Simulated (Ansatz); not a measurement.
Relaxed Hf (hcp, Mg type):

```yaml
crystal:
  lattice:
    - [6.40825, 0.00000, 0.00000]
    - [-1.60206, 2.77485, 0.00000]
    - [0.00000, 0.00000, 5.06894]
  atoms:
    - { symbol: Hf, position: [0.16667, 0.66667, 0.75000] }
    - { symbol: Hf, position: [0.66667, 0.66667, 0.75000] }
    - { symbol: Hf, position: [0.33333, 0.33333, 0.25000] }
    - { symbol: Hf, position: [0.83333, 0.33333, 0.25000] }
```

A phonon eigenvector at M = (0.5, 0.0, 0.0) is frozen into this cell: atom i moves by Q times the vector below, so Q is the largest atomic displacement, in Å. The cell is held. (q is in reciprocal vectors of the primitive cell; the cell shown is doubled to hold the pattern.)

```csv
atom,x,y,z
Hf1,0.000,0.000,-1.000
Hf2,0.000,0.000,1.000
Hf3,0.000,0.000,-1.000
Hf4,0.000,0.000,1.000
```

Level of theory: PBE (plane waves to 420 eV, PAW, scalar-relativistic; Ansatz, an electronic-structure program). k mesh 17×17×9 (Γ-centred), Fermi-Dirac smearing 0.05 eV. The energy includes the smearing's −TS. Compression counts positive. With partly filled bands, energies and forces of such displacements shift with the k mesh and the smearing. Hf is run without spin polarisation. Hf was relaxed with its symmetry unable to fall. Spin-orbit coupling is left out, though Hf is heavy. The PAW data are Ansatz's earlier set. The zero of ΔE is the undisplaced structure.

```
Q (Å)   ΔE (eV/cell)  −dE/dQ from forces (eV/Å)  P (GPa)
------  ------------  -------------------------  -------
-0.180         0.249                      2.953      0.5
-0.150         0.169                      2.367      0.4
-0.120         0.106                      1.840      0.3
-0.090         0.058                      1.338      0.1
-0.060         0.025                      0.861      0.1
-0.030         0.006                      0.419      0.0
0.000          0.000                      0.000      0.0
0.030          0.006                     -0.419      0.0
0.060          0.025                     -0.861      0.1
0.090          0.058                     -1.338      0.1
0.120          0.106                     -1.840      0.3
0.150          0.169                     -2.367      0.4
0.180          0.249                     -2.953      0.5
```

Derived quantities:

```
Property                                                                                                             Result
-----------------------------------------------------------  --------------------------------------------------------------
Energy at Q = 0.180 Å                                                                                          249 meV/cell
Space group of the distorted cell                                                      Pnnm (No. 58), lowered from P6_3/mmc
Symmetry of the curve                                                                         even: the same for both signs
Shape of the curve                                           a single well with its minimum at or next to zero displacement
Harmonic wavenumber from the curvature (finite differences)                                                         73 cm⁻¹
Wavenumber by perturbation theory (DFPT, on another k mesh)                                                         72 cm⁻¹
```

(A displaced cell: forces are minus the slopes of the energy, force constants its curvatures, and phonons follow from these.)
